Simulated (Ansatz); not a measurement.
Here is the system:

BN:
```cif
data_B3N3
_chemical_formula_sum 'B3 N3'
_space_group_name_H-M_alt 'R3m :H'
_space_group_IT_number 160
_space_group_name_Hall 'R 3 -2"'
_cell_length_a 2.49761
_cell_length_b 2.49761
_cell_length_c 9.87279
_cell_angle_alpha 90.000
_cell_angle_beta 90.000
_cell_angle_gamma 120.000
loop_
_atom_site_label
_atom_site_type_symbol
_atom_site_symmetry_multiplicity
_atom_site_Wyckoff_symbol
_atom_site_fract_x
_atom_site_fract_y
_atom_site_fract_z
_atom_site_occupancy
B1 B 3 a 0.00000 0.00000 0.99967 1
N1 N 3 a 0.00000 0.00000 0.33276 1
```
(The calculation used a cell of 2 atoms; values per cell refer to that cell.)

This is the r²SCAN+D4-relaxed structure.

Problem. All from r²SCAN+D4 (plane waves, PAW; program Ansatz), unless another level is named. Give the electronic dielectric constant ε∞ (DFPT).

Solution. 4.46 (xx = yy), 2.63 (zz).

Problem. And the static dielectric constant ε0 (ions relaxed, cell fixed)?

Solution. 6.22 (xx = yy), 3.06 (zz).

Problem. What about the largest static χ(2) component?

Solution. 29 pm/V.

Problem. What about the Bader charges?

Solution. B +2.30, N -2.30 e.

Problem. Predict the Born charges (a third of the trace).

Solution. B +2.06, N -2.06 e.

The first step of the workflow began from a Materials Project structure, measured or hypothetical; the Crystallography Open Database copy checked does not list it. It is not the phase usual at ambient conditions (space group No. 186, 194, 216). The r²SCAN+D4 relaxation kept the symmetry of its start; whether a distortion lowers the energy is not shown.

Potentials: the earlier of the program's two PAW sets. The files were generated under PBE; for other functionals the program regenerates the frozen cores, and for LDA and PBEsol the local potential too.
